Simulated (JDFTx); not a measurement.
System: ethylenediamine, C2H8N2 (SMILES NCCN), charge 0, multiplicity 1; geometry: optimised with GFN2-xTB in vacuum (one conformer, no frequencies checked; largest PBE force component 0.5 eV/Å). Z-matrix (Å, degrees):
```
C
H 1 1.0921
H 1 1.1050 2 107.81
N 1 1.4533 2 108.13 3 122.97
H 4 1.0139 1 110.35 2 -59.99
H 4 1.0152 5 107.73 1 120.37
C 1 1.5281 2 108.58 3 -117.79
H 7 1.0921 1 108.58 2 -62.45
H 7 1.1050 8 107.81 1 117.79
N 7 1.4533 8 108.13 9 122.97
H 10 1.0139 7 110.35 8 -59.99
H 10 1.0152 11 107.74 7 120.37
```

Level of theory: PBE, GBRV ultrasoft potentials, plane waves to 20/100 Ha; code: JDFTx (a modified build). Liquid: CANDLE, water, 1 M KF. The liquid run sits in a periodic box with 3.75 Å from the outermost atoms to the faces; the vacuum run is isolated. The box matters at about 0.01 eV. The solvation energy is E(in liquid) − E(vacuum) at fixed geometry, with no thermal, conformational or standard-state terms added.

This is the neutral, unprotonated base.

| Item | Value |
|---|---|
| solvation energy | -29 kJ/mol |
| part: cavitation term of the fluid | 48 kJ/mol |
| part: dispersion term of the fluid | -43 kJ/mol |
| part: electrostatic term of the fluid | -46 kJ/mol |
| part: distortion of the solute's electrons | 11.8 kJ/mol |
| dipole moment in vacuum | 1.95 D |
| dipole moment in the liquid | 3.10 D |
| highest occupied level in vacuum (zero: vacuum level) | -5.33 eV |
| highest occupied level in the liquid (zero: bulk electrolyte) | -5.50 eV |
| volume of the model's cavity | 233.7 Å³ |
| rough cost, vacuum and liquid run | 2 min and 2 min of core time |
